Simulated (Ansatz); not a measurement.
The calculation used DFT PBE, scalar-relativistic, plane waves, PAW (Ansatz). All cells share a 420 eV cutoff and Γ-centred k meshes spaced at most about 0.3 Å⁻¹ (about 0.25 or finer for metals, 2π included). No spin polarisation in the final relaxations.

These are static total energies at zero pressure.

Two forms of AsSe2 were relaxed alike.

A.

```
CELL_PARAMETERS angstrom
3.47793 0.00000 0.00000
-1.73896 3.01198 0.00000
0.00000 0.00000 14.40222
ATOMIC_POSITIONS crystal
As 0.33333 0.66667 0.25000
As 0.66667 0.33333 0.75000
Se 0.33333 0.66667 0.87453
Se 0.66667 0.33333 0.12547
Se 0.66667 0.33333 0.37453
Se 0.33333 0.66667 0.62547
```

B.

```
CELL_PARAMETERS angstrom
-1.73996 1.73996 5.20073
1.73996 -1.73996 5.20073
1.73996 1.73996 -5.20073
ATOMIC_POSITIONS crystal
As 0.00000 0.00000 0.00000
Se 0.35577 0.35577 0.00000
Se 0.64423 0.64423 0.00000
```

Problem. Which is lower in energy, and by how much?

Solution. A is lower, by 211 meV/atom. A has the 2H molybdenite type, space group P6_3/mmc (No. 194), 25.1 Å³/atom and no gap on its mesh; B has space group I4/mmm (No. 139), 21.0 Å³/atom and no gap. Counting Se atoms around As (those within 1.25 times the shortest such distance or 1.15 times the sum of covalent radii; the shortest distance is added where it is long for a bond), A has As 6 and B has As 8 from 2.9 Å. Even the lower one lies +0.20 eV/atom against the reference forms of the elements (uncorrected), so neither is stable at this level. In A, As is surrounded by 6 Se at 2.69 Å; Se has 3 As at 2.69 Å. In B, As has 8 Se at 2.88 Å, 4 As at 3.48 Å and 2 Se at 3.70 Å; around Se lie 4 As at 2.88 Å, 1 Se at 3.00 Å, 8 Se at 3.30–3.48 Å and 1 As at 3.70 Å. Both come from invented guesses. A third cell relaxed alike, in P-3m1, lies 200 meV/atom below the lower of the two.

No dispersion correction is applied, so the spacing and binding between layers, chains or molecules are poorly described (P6_3/mmc, I4/mmm), and this can change margins and order among such cells. In I4/mmm an odd number of electrons in the primitive cell allows no gap without spin; a larger cell or a magnetic state could open one. A magnetic state wasn't ruled out in cells without spin, among them I4/mmm. Cells relaxed within their symmetry can be saddle points.
